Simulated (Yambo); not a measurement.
Yambo run on Rb2SiF6 (space group Fm-3m, No. 225). The wavefunctions are LDA (pw.x of Quantum ESPRESSO, ONCV potentials, without SOC) ones on a 2×2×2 mesh (32 occupied bands); a = b = c = 5.907 Å, α = β = γ = 60.00°.

Yambo input:

```
rim_cut
gw0
dyson
el_el_corr
HF_and_locXC
ppa
em1d
RandQpts= 1000000
RandGvec= 1 Ry
EXXRLvcs= 84 Ry
VXCRLvcs= 336 Ry
Chimod= "HARTREE"
% BndsRnXp
 1 | 122 |
%
NGsBlkXp= 7 Ry
% LongDrXp
 1.0 | 1.0 | 1.0 |
%
PPAPntXp= 27.2114 eV
% GbndRnge
 1 | 122 |
%
GTermKind= "BG"
DysSolver= "n"
ExtendOut
% QPkrange
 1 | 1 | 32 | 33 |
%
```

k points by index: 1 = Γ.

Table of the .qp output:

```
#    K-point    Band    Eo [eV]    E [eV]    E-Eo [eV]    Vxc [eV]    Vnlxc [eV]    Sc|Eo [eV]    Sc|E [eV]    dSc/dw|Eo [eV]    Re(Z)    Im(Z)
#
    1    32    0.000000    -2.739195    -2.739195    -22.86368    -30.86912    4.701445    5.266241    -5.610476    0.829062    -0.958730E-3
    1    33    7.148940    9.043723    1.894784    -9.566657    -4.826627    -2.645476    -2.845246    -2.868857    0.904626    -0.559859E-3
```
(The two width columns are left out.) Convergence of these settings isn't established.

Geometry of the Materials Project entry, not relaxed at this level.

The structure is a Materials Project entry; no match was found in the copy of COD used, and its stability was not checked.
